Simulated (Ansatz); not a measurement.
# One input, then a changed one: PdPt

First run: DFT, LDA, PAW with Ansatz's default frozen-core files, scalar-relativistic (Ansatz 0.2.0).

Command: `ansatz run input.yaml --threads 1 --pin off --max-ram 2048MiB --backend cpu --events-out ev --progress --plain --runs-dir out` It took 24 s on 1 thread of Arm Neoverse V2 (shared host), peak memory 0.44 GiB.

```yaml
crystal:
  lattice:
    - [1.3356592677, 0.7711432377, 4.4029858011]
    - [-1.3356592677, 0.7711432377, 4.4029858011]
    - [0.0, -1.5422864755, 4.4029858011]
  atoms:
    - { symbol: Pd, position: [0.0, 0.0, 0.0] }
    - { symbol: Pt, position: [0.5, 0.5, 0.5] }
kpoints:
  mp_grid: { grid: [15, 15, 15] }
scf:
  occupations: { method: fermi_dirac, width: 0.05 }
hamiltonian:
  xc: lda
  pseudopotentials: { kind: paw }
output:
  forces: true
  stress: true
relax:
  f_tol: 0.01
  max_steps: 30
  cell: { stress_tol: 0.07, fix: [volume] }
```

The base volume is that of a database entry, so it needn't be at zero pressure; the structure needn't be the stable phase, at rest or compressed.

This run: shape and atoms relaxed at 0.9 of the base cell's volume.

It converges in 20 SCF iterations over all geometries at a pressure of 18.27 GPa, ending at 13.61 Å³/atom, cutoff 420 eV.

The input is then changed:

```diff
   cell: { stress_tol: 0.07, fix: [volume] }
+basis:
+  ecutwfc: "350 eV"
```

Problem. What does the second run give?

Solution. It converges in 37 SCF iterations over all geometries at a pressure of 18.17 GPa, ending at 13.61 Å³/atom, cutoff 350 eV, free energy +10.5 meV/atom against the first run's. More than one line changes, and not each need have an effect. Some of the changed settings are coarser than converged work would use.
